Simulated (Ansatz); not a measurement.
Ge2Pd (fluorite or antifluorite type, space group No. 225) under volume change, the program Ansatz at the PBE level (PAW), scaled uniformly.

| V (Å³/atom) | E − E(relaxed) (meV/atom) | P (GPa) |
|---|---|---|
| 17.016 | 57.3 | 12.00 |
| 17.577 | 23.8 | 7.26 |
| 18.138 | 5.6 | 3.29 |
| 18.699 | 0.0 | 0.00 |
| 19.260 | 4.9 | -2.74 |
| 19.821 | 18.6 | -5.00 |
| 20.382 | 39.4 | -6.83 |

Question: What does a third-order Birch–Murnaghan fit give for V₀, B₀ and B′?

Answer: V₀ = 18.70 Å³/atom, B₀ = 99.5 GPa, B′ = 5.2.

Space group Fm-3m (fluorite or antifluorite type). A made-up cell: these elements were put on the sites of a structure type; neither database checked (COD, Materials Project) lists it. Its standing as an ambient phase is unchecked. Symmetry was held in the PBE relaxation; its stability against distortions is not shown here. No spin polarisation was allowed.

Potentials: the later of the program's two PAW sets.
